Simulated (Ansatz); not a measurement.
**A relaxed cell of SrBe2 against its rivals**

Atoms and cell were relaxed at zero pressure (-29.3 % in volume from the start). The relaxed cell:

```yaml
crystal:
  lattice:
    - [5.83541, 0.00000, 0.00000]
    - [-2.91770, 5.05361, 0.00000]
    - [0.00000, 0.00000, 7.78834]
  atoms:
    - { symbol: Be, position: [0.00000, 0.00000, 0.00000] }
    - { symbol: Be, position: [0.00000, 0.00000, 0.50000] }
    - { symbol: Sr, position: [0.33333, 0.66667, 0.03623] }
    - { symbol: Sr, position: [0.66667, 0.33333, 0.53623] }
    - { symbol: Sr, position: [0.33333, 0.66667, 0.46377] }
    - { symbol: Sr, position: [0.66667, 0.33333, 0.96377] }
    - { symbol: Be, position: [0.88049, 0.76098, 0.25000] }
    - { symbol: Be, position: [0.11951, 0.88049, 0.75000] }
    - { symbol: Be, position: [0.23902, 0.11951, 0.25000] }
    - { symbol: Be, position: [0.11951, 0.23902, 0.75000] }
    - { symbol: Be, position: [0.88049, 0.11951, 0.25000] }
    - { symbol: Be, position: [0.76098, 0.88049, 0.75000] }
```

Space group P6_3/mmc (No. 194); conventional cell a = 5.835 Å, b = 5.835 Å, c = 7.788 Å, α = 90.00°, β = 90.00°, γ = 120.00°.

All energies were calculated with Ansatz 0.2.0 (r2SCAN; 500 eV; 6×6×4 Γ-centred mesh; methfessel-paxton occupations of width 0.021 eV). Spin: none; no U, no spin-orbit coupling.

Where does it lie against the elements?

0.333 eV an atom at 0 K against the elements' lowest computed crystals and the free molecules of gases, with no empirical correction.

Is it stable against splitting into other phases?

Among the phases that we computed and relaxed alike, the lowest mixture with other formulas is 28 % Sr + 72 % SrBe13 (shares of atoms). The cell lies 372 meV an atom above it, so it would gain by splitting into them.

The start was: a known structure type with other elements put in, at an estimated volume. An invented cell need not be a known compound.

Caveats: differences under 20 meV an atom lie within the error of meshes and cutoff; the relaxation keeps the start's symmetry, so a distorted cell may lie lower.
